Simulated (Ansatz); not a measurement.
**What DFT gives for SrHI**

```xyz
6
Lattice="4.6553 0.0000 0.0000 0.0000 4.6553 0.0000 0.0000 0.0000 7.6523" Properties=species:S:1:pos:R:3 pbc="T T T"
I     1.1638    1.1638    5.0337
I     3.4915    3.4915    2.6186
Sr    1.1638    1.1638    1.3522
Sr    3.4915    3.4915    6.3001
H     3.4915    1.1638    0.0000
H     1.1638    3.4915    0.0000
```

Level: PBEsol, no spin polarisation; 420 eV; 6×6×4 Γ-centred mesh; gaussian occupations (width 0.1592 eV); Ansatz 0.2.0, fixed geometry.

(1) What is the formation energy?

(2) What does the stress say?

(3) Is there a gap, and of what kind?

(4) Describe some of the short contacts.

Origin: a known structure type with other elements, at an estimated volume, so it need not be a known compound. Caveats: no spin-orbit coupling, which can shift this gap by tenths of an eV; wide smearing.

Answers

(1) -1.15 eV an atom against the elements' usual phases (free molecules for gases, crystals otherwise, with no correction for O₂ or N₂), so it is bound against them; other compounds may still compete. Relaxing would lower it.

(2) The pressure is -3.7 GPa (compression positive), so with the atoms held at these fractions the cell would first shrink. The principal stresses -4.3, -4.3, -2.5 GPa differ, so its shape would change too.

(3) The gap is 2.96 eV, indirect (the least direct gap found is 3.02 eV). A semilocal functional usually gives too small a gap.

(4) Sr–H at 2.69 Å: least valence density 0.11 e/Å³ and ELF 0.14 there, a closed-shell (ionic or weak) contact. I–H at 3.50 Å: least valence density 0.06 e/Å³ and ELF 0.11 there, a closed-shell (ionic or weak) contact. I–Sr at 3.53 Å: least valence density 0.08 e/Å³ and ELF 0.08 there, a closed-shell (ionic or weak) contact. Both are smooth PAW fields, read partly inside the augmentation spheres.
